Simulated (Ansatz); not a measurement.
InAs (CsCl type, Pm-3m) at seven volumes, PBE in the plane-wave PAW code Ansatz, scaled uniformly. One row is withheld.

```tsv
V (Å³/atom)	P (GPa)
20.768	6.70
21.453	?
22.137	1.87
22.822	0.00
23.507	-1.58
24.191	-2.90
24.876	-3.96
```

### Question
Fit the shown pressures and predict the withheld one.

### Answer
P = (3/2)B₀(x^(7/2) − x^(5/2))[1 + (3/4)(B′ − 4)(x − 1)] with x = (V₀/V)^(2/3). Least squares on the six rows gives V₀ = 22.820 Å³/atom, B₀ = 56.7 GPa, B′ = 4.80. At V = 21.453, x = 1.0420 and P = 4.06 GPa. The run itself gave 4.06 GPa.

The cell is a constructed one: a structure type filled with these elements; neither database checked (COD, Materials Project) lists it. It is not the phase usual at ambient conditions (space group No. 216). The PBE relaxation kept the symmetry of its start; its stability against distortions is not shown here.

Potentials: the earlier of the program's two PAW sets.
